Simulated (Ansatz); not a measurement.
HfB$_{2}$, DFT, PBEsol, PAW with Ansatz's default frozen-core files, scalar-relativistic (Ansatz 0.2.0), run on 1 thread of Arm Neoverse V1 on a shared host.

The geometry is COD entry 1510711, unchecked; take it as a test cell. The listed cell was then made from it by scaling, straining or moving an atom.

Command: `ansatz run input.yaml --threads 1 --pin off --max-ram 4096MiB --backend cpu --events-out ev --progress --plain --runs-dir out`

```yaml
crystal:
  lattice:
    - [3.0975624645, 0.0, 0.0]
    - [-1.5487812323, 2.682567784, 0.0]
    - [0.0, 0.0, 3.4329672075]
  atoms:
    - { symbol: Hf, position: [0.0, 0.0, 0.0] }
    - { symbol: B, position: [0.3333333333, 0.6666666667, 0.5] }
    - { symbol: B, position: [0.6666666667, 0.3333333333, 0.5] }
kpoints:
  mp_grid: { grid: [15, 15, 12] }
scf:
  occupations: { method: fermi_dirac, width: 0.03 }
hamiltonian:
  xc: pbesol
  pseudopotentials: { kind: paw }
output:
  forces: true
  stress: true
  eigenvalues: true
  efg: { contact_densities: true }
```

Q: How large is the problem that the program sets up?

A: 189 irreducible k-points, 563 plane waves at Γ, 20 bands.

Q: Estimate the wall time and the peak memory.

A: 8.3 s of wall time for 6 SCF iterations, with a peak of 0.44 GiB. Times on shared machines scatter by tens of per cent.

Q: And the same cell and mesh by all-electron PAW (datasets made for this crystal), asked for forces, stress, eigenvalues, efg, on the same hardware?

A: 38 s, peak memory 0.87 GiB.
